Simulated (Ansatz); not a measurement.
# Every step of a relaxation of bcc Mo (100), 4 layers

DFT, PBE, PAW with Ansatz's default frozen-core files, scalar-relativistic (Ansatz 0.2.0); a Γ-centred 12×12×1 k mesh, Fermi–Dirac smearing of 0.08 eV, no spin polarisation. The run relaxes the atoms in the fixed cell.

Command: `ansatz run input.yaml --threads 1 --pin off --max-ram 3584MiB --backend cpu --events-out ev --progress --plain --runs-dir out` It took 62 s on 1 thread of Intel(R) Xeon(R) Platinum 8375C CPU @ 2.90GHz (Ice Lake) (shared host), peak memory 0.51 GiB.

```yaml
crystal:
  lattice:
    - [3.1607300689, 0.0, 0.0]
    - [0.0, 3.1607300689, 0.0]
    - [0.0, 0.0, 20.7411]
  atoms:
    - { symbol: Mo, position: [0.25, 0.25, 0.3857077228] }
    - { symbol: Mo, position: [0.75, 0.75, 0.4619025739] }
    - { symbol: Mo, position: [0.25, 0.25, 0.5380974256] }
    - { symbol: Mo, position: [0.75, 0.75, 0.6142922772] }
kpoints:
  mp_grid: { grid: [12, 12, 1] }
scf:
  occupations: { method: fermi_dirac, width: 0.08 }
hamiltonian:
  xc: pbe
  pseudopotentials: { kind: paw }
output:
  forces: true
  stress: true
  eigenvalues: true
  write_density: true
  write_potential: true
  elf: true
  volumetric_format: npy
relax:
  f_tol: 0.01
  max_steps: 40
efield:
  axis: 3
  amplitude: 0
  dipole_correction: true
```

Each step lists its free energy a cell above the last geometry, and Cartesian positions (Å) with forces (eV/Å).

The first step:

```
step 1  dF = 411.88 meV
  Mo 0.7902 0.7902 8.0000   0.0000 0.0000 1.6661
  Mo 2.3705 2.3705 9.5804   0.0000 0.0000 -1.5713
  Mo 0.7902 0.7902 11.1607   0.0000 0.0000 1.5713
  Mo 2.3705 2.3705 12.7411   0.0000 0.0000 -1.6661
```

Question: Where does the relaxation end, and by which steps?

Answer: After 5 geometries, with a shortest distance of 2.608 Å. The further steps:
```
step 2  dF = 13.03 meV
  Mo 0.7902 0.7902 8.1948   0.0000 0.0000 -0.3661
  Mo 2.3705 2.3705 9.5015   0.0000 0.0000 0.2641
  Mo 0.7902 0.7902 11.2396   0.0000 0.0000 -0.2641
  Mo 2.3705 2.3705 12.5463   0.0000 0.0000 0.3661
step 3  dF = 0.18 meV
  Mo 0.7902 0.7902 8.1619   0.0000 0.0000 0.0175
  Mo 2.3705 2.3705 9.5063   0.0000 0.0000 0.0400
  Mo 0.7902 0.7902 11.2348   0.0000 0.0000 -0.0400
  Mo 2.3705 2.3705 12.5792   0.0000 0.0000 -0.0175
step 4  dF = 0.11 meV
  Mo 0.7902 0.7902 8.1663   0.0000 0.0000 -0.0063
  Mo 2.3705 2.3705 9.5122   0.0000 0.0000 -0.0367
  Mo 0.7902 0.7902 11.2289   0.0000 0.0000 0.0367
  Mo 2.3705 2.3705 12.5748   0.0000 0.0000 0.0063
step 5  dF = 0.00 meV
  Mo 0.7902 0.7902 8.1648   0.0000 0.0000 0.0000
  Mo 2.3705 2.3705 9.5095   0.0000 0.0000 -0.0001
  Mo 0.7902 0.7902 11.2316   0.0000 0.0000 0.0001
  Mo 2.3705 2.3705 12.5763   0.0000 0.0000 0.0000
```
